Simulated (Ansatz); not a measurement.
**Several inputs for TiH6O2F6**

Cell: a Materials Project structure (computed, not necessarily an observed phase), atoms as given.

Space group P321 (No. 150); a = 5.6274, c = 5.5440 Å, γ = 120.00°.

```csv
site,Wyckoff,site symmetry,x,y,z
Ti,1a,32.,0.0000,0.0000,0.0000
H,6g,1,0.1603,0.4916,0.2775
O,2d,3..,0.3333,0.6667,0.3266
F,6g,1,0.3005,0.0864,0.2087
```

One atom of each set is listed.

Reference run. Method: Kohn–Sham DFT in Ansatz, PBE, plane waves and PAW, scalar-relativistic, 420 eV cutoff, Γ-centred 5×5×5 k-points, Fermi–Dirac smearing 0.02 eV.

It gives V_zz (10²¹ V/m²) O -15.20 (η 0.00), F -6.56 (η 0.82), Ti -4.02 (η 0.00), among others. Each of these runs changes the input as listed (caps on SCF iterations aside):

A. scf.n_extra_bands: not typed → 16
B. scf.initial_density.chi_scale: not typed → 0.0; hamiltonian.hubbard: not typed → {sites: [{species: Ti, l: d, u_eff: 2.0}], double_counting: amf}

**Question.** Which of these changes matter for the gradients?

**Answer.** 

```
run     O V_zz (η)    F V_zz (η)   Ti V_zz (η)  largest change of a gradient tensor, all atoms       note
  A  -15.20 (0.00)  -6.56 (0.82)  -4.02 (0.00)                                            0.00  converged
  B  -15.20 (0.00)  -6.66 (0.85)  -4.04 (0.00)                                            0.19  converged
```

Run B moves them most, on F (V_zz from -6.56 to -6.66).

In run B the shift comes from hamiltonian.hubbard: the other keys steer the path to self-consistency or leave the density as it is.
